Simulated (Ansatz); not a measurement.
Relaxed-ion elastic tensor of ZrB2 in space group P6/mmm (No. 191; Zr on 1a, B on 2d) in GPa (Voigt order), PBEsol in the plane-wave PAW code Ansatz; density 6.20 g/cm³, 10.08 Å³ per atom.

```
 587  56.1   129   0.0   0.0   0.0
56.1   587   129   0.0   0.0   0.0
 129   129   454   0.0   0.0   0.0
 0.0   0.0   0.0   266   0.0   0.0
 0.0   0.0   0.0   0.0   266   0.0
 0.0   0.0   0.0   0.0   0.0   266
```

### Question
Is the crystal mechanically stable?

### Answer
Yes: the smallest eigenvalue of C is 266 GPa.

### Question
Work out the Voigt, Reuss and Hill averages.

### Answer
K_V = 251, K_R = 250, K_H = 250; G_V = 247, G_R = 240, G_H = 244 GPa.

### Question
Give Young's modulus, Poisson's ratio, Pugh's ratio and the universal anisotropy index.

### Answer
E = 9KG/(3K + G) = 552 GPa; ν = 0.13; K/G = 1.03 (brittle by the Pugh limit of 1.75); A_U = 5G_V/G_R + K_V/K_R − 6 = 0.16.

### Question
Estimate the sound speeds and the Debye temperature.

### Answer
v_l = √((K + 4G/3)/ρ) = 9630 m/s, v_t = √(G/ρ) = 6270 m/s, mean 6870 m/s; Θ = (h/k)(3n/4πV)^(1/3) v_m = 947 K.

### Question
How much does each axis shrink under pressure?

### Answer
Linear compressibilities β_i = Σ_j S_ij (j = 1 to 3): x 1.3, y 1.3, z 1.5 per TPa.

Symmetry was held in the PBEsol relaxation; of distortions, only those at the zone centre were tested. The run is not spin-polarised. As this level gives no gap, shear constants depend on the k-mesh and smearing (Fermi–Dirac, 0.1 eV here).

Potentials: the later of the program's two PAW sets.
